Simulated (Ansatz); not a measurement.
Start of a relaxation of Cs₂Ti₃:

```cif
data_structure
_symmetry_space_group_name_H-M 'Pm-3m'
_symmetry_Int_Tables_number 221
_cell_length_a 5.2880
_cell_length_b 5.2880
_cell_length_c 5.2880
_cell_angle_alpha 90.000
_cell_angle_beta 90.000
_cell_angle_gamma 90.000
_cell_volume 147.87
loop_
_atom_site_label
_atom_site_type_symbol
_atom_site_symmetry_multiplicity
_atom_site_Wyckoff_symbol
_atom_site_fract_x
_atom_site_fract_y
_atom_site_fract_z
_atom_site_occupancy
Cs1 Cs 1 b 0.50000 0.50000 0.50000 1
Cs2 Cs 1 a 0.00000 0.00000 0.00000 1
Ti1 Ti 3 d 0.50000 0.00000 0.00000 1
```

Method: Ansatz, DFT PBE, scalar-relativistic, plane waves, PAW. Cutoff 420 eV, Gaussian smearing, Γ-centred meshes. Cell and atoms relax on a converged mesh. In metals the finer mesh still leaves noise of several meV/atom or more. The steps can't lower the symmetry of their start. Collinear spin is switched on along the way, since trial moments persisted in a coarse test.

A guess keeps its type if space group and coordination stay and the shape of the cell changes little (axis ratios within about 15 %, angles within 6°); the volume may change.

**Question.** Does it keep its structure type, or change into something else?

**Answer.** It keeps its type: symmetry leaves only the cell edge free. The symmetry stays Pm-3m (No. 221). The volume per atom grows by 3.4 %, from 29.6 to 30.6 Å³. The shortest distance goes from 2.64 Å (Cs–Ti) to 2.67 Å (Cs–Ti). Counting neighbours within 15 % of an atom's shortest distance, the start has Cs 6/12, Ti 2 and the end Cs 6/12, Ti 2.

The zero of energy is the elements' standard structures at the same level; no fitted shifts are applied.

**Question.** At what energy does it end?

**Answer.** +2.19 eV/atom. It can't be a ground state, since the elements alone are lower.

The last run used collinear spin, an 8×8×8 mesh for its 5-atom cell and Gaussian smearing of 0.10 eV. Another magnetic order may lie lower. Symmetry constrained the relaxation, so the result can be a saddle point.

In counts of neighbours, a slash parts the counts of unlike sites.
